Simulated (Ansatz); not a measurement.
The start is a generated cell, SiNi2 placed in the Ni2In structure type. The cell and all atomic positions are relaxed at zero pressure with PBEsol (plane waves to 420 eV, PAW, scalar-relativistic; Ansatz, an electronic-structure program). The first steps use a coarse 7×7×5 k-mesh.

The start:
```yaml
crystal:
  lattice:
    - [3.72712, 0.00000, 0.00000]
    - [-1.86356, 3.22778, 0.00000]
    - [0.00000, 0.00000, 4.56675]
  atoms:
    - { symbol: Si, position: [0.33333, 0.66667, 0.25000] }
    - { symbol: Si, position: [0.66667, 0.33333, 0.75000] }
    - { symbol: Ni, position: [0.00000, 0.00000, 0.00000] }
    - { symbol: Ni, position: [0.00000, 0.00000, 0.50000] }
    - { symbol: Ni, position: [0.33333, 0.66667, 0.75000] }
    - { symbol: Ni, position: [0.66667, 0.33333, 0.25000] }
```
Spin-polarised start, with parallel moments on Ni.

Q: What pressure does the first self-consistent step give?

A: +47 GPa (positive: the cell is compressed).

Q: How much energy is released per atom?

A: 0.19 eV/atom.

Q: How does the volume change?

A: +16.0 %, from 9.16 to 10.62 Å³/atom.

Q: How do the shortest distances between atoms change?

A: The closest pairs of elements (up to four, under 3.6 Å), start → end: Ni–Si 2.15 → 2.23 Å; Ni–Ni 2.28 → 2.46 Å; Si–Si 3.14 → 3.32 Å.

Q: What band gap does the relaxed structure have at this level?

A: Zero (metallic).

Q: Give the final cell and atomic positions.

A: 
```cif
data_Ni4Si2
_chemical_formula_sum 'Si2 Ni4'
_space_group_name_H-M_alt 'P63/mmc'
_space_group_IT_number 194
_space_group_name_Hall '-P 6c 2c'
_cell_length_a 3.86858
_cell_length_b 3.86858
_cell_length_c 4.91668
_cell_angle_alpha 90.000
_cell_angle_beta 90.000
_cell_angle_gamma 120.000
loop_
_atom_site_label
_atom_site_type_symbol
_atom_site_symmetry_multiplicity
_atom_site_Wyckoff_symbol
_atom_site_fract_x
_atom_site_fract_y
_atom_site_fract_z
_atom_site_occupancy
Si1 Si 2 c 0.33333 0.66667 0.25000 1
Ni1 Ni 2 a 0.00000 0.00000 0.00000 1
Ni2 Ni 2 d 0.66667 0.33333 0.25000 1
```

The space group stays P6₃/mmc (No. 194) (the run could not lower it); the end is AFLOW prototype AB2_hP6_194_c_ad (B8_2, as in InNi2), with 6 atoms in the primitive cell. Final values are on a 14×14×10 k-mesh of the relaxed cell. No spin polarisation in the result: the starting moments vanished. A magnetic state may lie lower.

The run could not lose the symmetry of its start.

All atoms sit on sites fixed by symmetry, so only the cell could relax.

The first start was generated by placing the elements on the sites of a structure type. A measured structure of SiNi2 has the same space group, P6₃/mmc (No. 194); the sites were not compared with it.
